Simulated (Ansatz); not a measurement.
**Trigonal deformation path in Al**

Theory: Ansatz 0.2.0, DFT r2SCAN, scalar-relativistic, plane waves, PAW. The runs took a 500 eV cutoff, a Γ-centred 30×30×30 mesh and Gaussian smearing (0.15 eV). No spin polarisation. Energies are free energies at this smearing, counted from the undisturbed cell; pressure is positive in compression.

Zero of the scan (relaxed at this level; with this scan's settings it stands at -0.1 GPa; this bcc form isn't the usual structure):

```
CELL_PARAMETERS angstrom
-1.59437 1.59437 1.59437
1.59437 -1.59437 1.59437
1.59437 1.59437 -1.59437
ATOMIC_POSITIONS crystal
Al 0.00000 0.00000 0.00000
```

At fixed volume and fractional coordinates, lengths along (0.577, 0.577, 0.577) are scaled against those across it; ρ is that ratio over its starting value. The cell is metallic on the mesh throughout. At ρ = 2.000 the cell becomes cubic (Pm-3m), and there the slope of the energy vanishes by symmetry.

```
    ρ  ΔE (meV/atom) pressure (GPa)
0.500              ?               ?
0.710          775.1            22.6
1.000            0.0            -0.1
2.000          521.2            18.7
```

Question: Give the withheld values.

Answer: ΔE (meV/atom) at ρ = 0.500: 5672.2; pressure (GPa) at ρ = 0.500: 105.5.

Cost: 4 runs of about 2.3 core-minutes in all, on Arm Neoverse V1 (shared hosts).